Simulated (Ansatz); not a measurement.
MgTiNO:
```
MgTiNO
1.0
    2.96633     0.00000     0.00000
    0.00000     2.96633     0.00000
    0.00000     0.00000     4.33288
Ti N Mg O
1 1 1 1
Direct
  0.00000   0.00000   0.00000
  0.50000   0.50000   0.00000
  0.50000   0.50000   0.50000
  0.00000   0.00000   0.50000
```
The run is spin-polarised; directions of the spins, atom by atom: 0 0 0 0.

Relaxed with r²SCAN.

Problem. Map the electron localisation function on the plane through (0.000, 0.000, 0.000) spanned by u = [0, 0, 1] and v = [1, 1, 0] in lattice vectors, from plane-wave PAW r²SCAN (Ansatz code).

Solution. x is the fraction of u, y of v (the angle between them is 90°; rows are the nearest grid lines); atoms in the plane: Ti at (0.00, 0.00), N at (0.00, 0.50), Mg at (0.50, 0.50), O at (0.50, 0.00).
```
y \ x   0.000  0.0909  0.182  0.273  0.364  0.455  0.545  0.636  0.727  0.818  0.909   1.00
------  -----  ------  -----  -----  -----  -----  -----  -----  -----  -----  -----  -----
1.00    0.525   0.742  0.356  0.309  0.811  0.410  0.410  0.811  0.309  0.356  0.742  0.525
0.905   0.727   0.741  0.217  0.258  0.801  0.766  0.766  0.801  0.258  0.217  0.741  0.727
0.857   0.663   0.568  0.105  0.199  0.742  0.828  0.828  0.742  0.199  0.105  0.568  0.663
0.762   0.149   0.139  0.128  0.095  0.299  0.477  0.477  0.299  0.095  0.128  0.139  0.149
0.714   0.531   0.506  0.376  0.113  0.069  0.063  0.063  0.069  0.113  0.376  0.506  0.531
0.619   0.761   0.814  0.749  0.209  0.074  0.341  0.341  0.074  0.209  0.749  0.814  0.761
0.524   0.052   0.613  0.807  0.188  0.275  0.158  0.158  0.275  0.188  0.807  0.613  0.052
0.476   0.052   0.613  0.807  0.188  0.275  0.158  0.158  0.275  0.188  0.807  0.613  0.052
0.381   0.761   0.814  0.749  0.209  0.074  0.341  0.341  0.074  0.209  0.749  0.814  0.761
0.286   0.531   0.506  0.376  0.113  0.069  0.063  0.063  0.069  0.113  0.376  0.506  0.531
0.238   0.149   0.139  0.128  0.095  0.299  0.477  0.477  0.299  0.095  0.128  0.139  0.149
0.143   0.663   0.568  0.105  0.199  0.742  0.828  0.828  0.742  0.199  0.105  0.568  0.663
0.0952  0.727   0.741  0.217  0.258  0.801  0.766  0.766  0.801  0.258  0.217  0.741  0.727
0.000   0.525   0.742  0.356  0.309  0.811  0.410  0.410  0.811  0.309  0.356  0.742  0.525
```

The density is the valence pseudo-density with augmentation charge, so density and ELF within about 1 Å of a nucleus are not all-electron values.

Space group P4/mmm. The start of the workflow was typed in or built on a structure type; neither database checked (COD, Materials Project) lists it. Whether it is the stable phase at ambient conditions was not checked. The r²SCAN relaxation kept the symmetry of its start; its stability against distortions is not shown here. Magnetic state: ferromagnetic, the only order run, not a proven ground state. The cell computed holds one magnetic atom, so no antiferromagnetic order was within reach. Other orbital occupations within this spin state were not tried. No Hubbard U is applied.

Potentials: the earlier of the program's two PAW sets.
